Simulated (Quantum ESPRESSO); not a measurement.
# Band energies of MgS

```
MgS
1.0
    0.00000     2.56569     2.56569
    2.56569     0.00000     2.56569
    2.56569     2.56569     0.00000
Mg S
1 1
Direct
  0.00000   0.00000   0.00000
  0.50000   0.50000   0.50000
```

LDA (Quantum ESPRESSO, PseudoDojo norm-conserving, 84 Ry, no spin-orbit coupling); path ΓXWKΓLUWLK,UX; energies in eV from the valence-band maximum.

| k (1/Å) | point | band 4 | band 5 | band 6 | band 7 | band 8 | band 9 | band 10 | band 11 |
|---|---|---|---|---|---|---|---|---|---|
| 0.00 | Γ | -41.39 | -12.89 | 0.00 | 0.00 | 0.00 | 3.81 | 7.81 | 7.81 |
| 0.33 |  | -41.40 | -12.64 | -1.20 | -0.41 | -0.41 | 5.13 | 6.68 | 8.25 |
| 0.67 |  | -41.40 | -11.96 | -2.95 | -1.16 | -1.16 | 4.64 | 5.19 | 8.71 |
| 1.00 |  | -41.40 | -11.24 | -4.18 | -1.69 | -1.69 | 3.00 | 4.31 | 11.32 |
| 1.22 | X | -41.40 | -11.05 | -4.46 | -1.80 | -1.80 | 2.65 | 4.14 | 12.20 |
| 1.35 |  | -41.40 | -11.04 | -4.42 | -1.91 | -1.88 | 2.84 | 4.35 | 11.91 |
| 1.71 |  | -41.40 | -11.00 | -3.80 | -3.05 | -2.47 | 4.85 | 6.77 | 8.50 |
| 1.84 | W | -41.40 | -10.99 | -3.45 | -3.45 | -2.53 | 5.24 | 7.89 | 7.89 |
| 2.05 |  | -41.40 | -11.02 | -3.81 | -3.33 | -1.99 | 4.51 | 6.83 | 8.81 |
| 2.27 | K | -41.40 | -11.04 | -3.94 | -3.40 | -1.46 | 3.77 | 6.63 | 9.67 |
| 2.37 |  | -41.40 | -11.09 | -3.75 | -3.68 | -1.30 | 4.12 | 7.46 | 9.09 |
| 2.67 |  | -41.40 | -11.47 | -3.97 | -2.64 | -0.74 | 5.40 | 7.81 | 7.94 |
| 3.07 |  | -41.40 | -12.34 | -2.43 | -1.01 | -0.17 | 5.75 | 7.07 | 7.82 |
| 3.37 |  | -41.39 | -12.80 | -0.64 | -0.17 | -0.02 | 4.37 | 7.50 | 7.95 |
| 3.57 | Γ | -41.39 | -12.89 | 0.00 | 0.00 | 0.00 | 3.81 | 7.81 | 7.81 |
| 3.67 |  | -41.39 | -12.87 | -0.22 | -0.02 | -0.02 | 3.99 | 7.72 | 7.86 |
| 3.99 |  | -41.40 | -12.49 | -2.22 | -0.25 | -0.25 | 4.96 | 7.81 | 7.98 |
| 4.31 |  | -41.40 | -11.83 | -4.25 | -0.52 | -0.52 | 4.65 | 7.13 | 7.13 |
| 4.63 | L | -41.40 | -11.45 | -5.13 | -0.64 | -0.64 | 4.43 | 6.77 | 6.77 |
| 4.95 |  | -41.40 | -11.32 | -4.82 | -1.78 | -0.90 | 5.11 | 6.35 | 7.56 |
| 5.27 |  | -41.40 | -11.08 | -4.01 | -3.35 | -1.35 | 4.03 | 7.15 | 9.22 |
| 5.38 | U | -41.40 | -11.04 | -3.94 | -3.40 | -1.46 | 3.77 | 6.63 | 9.67 |
| 5.70 |  | -41.40 | -11.00 | -3.66 | -3.31 | -2.37 | 5.04 | 7.19 | 8.29 |
| 5.81 | W | -41.40 | -10.99 | -3.45 | -3.45 | -2.53 | 5.24 | 7.89 | 7.89 |
| 5.98 |  | -41.40 | -11.04 | -3.82 | -3.25 | -2.12 | 5.23 | 7.15 | 8.19 |
| 6.24 |  | -41.40 | -11.23 | -4.58 | -2.29 | -1.24 | 5.49 | 6.03 | 8.37 |
| 6.50 |  | -41.40 | -11.41 | -5.04 | -1.03 | -0.73 | 4.85 | 6.37 | 7.03 |
| 6.68 | L | -41.40 | -11.45 | -5.13 | -0.64 | -0.64 | 4.43 | 6.77 | 6.77 |
| 6.76 |  | -41.40 | -11.44 | -5.10 | -0.74 | -0.66 | 4.54 | 6.66 | 6.83 |
| 7.01 |  | -41.40 | -11.31 | -4.80 | -1.84 | -0.92 | 5.08 | 6.41 | 7.61 |
| 7.26 |  | -41.40 | -11.12 | -4.17 | -3.13 | -1.28 | 4.21 | 7.34 | 8.92 |
| 7.43 | K | -41.40 | -11.04 | -3.94 | -3.40 | -1.46 | 3.77 | 6.63 | 9.67 |
| 7.43 | U | -41.40 | -11.04 | -3.94 | -3.40 | -1.46 | 3.77 | 6.63 | 9.67 |
| 7.86 | X | -41.40 | -11.05 | -4.46 | -1.80 | -1.80 | 2.65 | 4.14 | 12.20 |

The LDA gap is indirect, 2.65 eV, from Γ to X; the smallest direct gap is 3.81 eV.

Geometry relaxed with LDA.
